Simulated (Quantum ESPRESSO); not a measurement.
AgCl is modelled in the monoclinic space group P2₁/m (No. 11), Pearson symbol mP4. Lattice parameters: a = 3.820 Å, b = 3.816 Å, c = 5.376 Å, α = γ = 90.00°, β = 97.28°. Cl on 2e is coordinated by 6 Ag at 2.687–2.787 Å. Ag on 2e is surrounded by 6 Cl at 2.687–2.787 Å. (Neighbours: up to the widest gap in distance over summed covalent radii, below 1.35, at either atom; cation-cation contacts left out.)

The PBEsol cell relaxed from Materials Project entry mp-570687 was given an isotropic strain of -0.7 % on all lattice vectors, and the atoms were relaxed again.

Question: What does PBEsol (Quantum ESPRESSO, PseudoDojo norm-conserving, 82 Ry, without SOC) give for the electronic structure near the Fermi level?

Answer: The PBEsol gap is indirect, 0.68 eV, from C to Γ; the smallest direct gap is 2.25 eV. Another valence extremum on the path lies within 0.02 eV, too close to call. Spin-orbit splittings are left out.

This is not the ordinary phase of the substance; no match was found in the copy of COD used, and its stability was not checked.
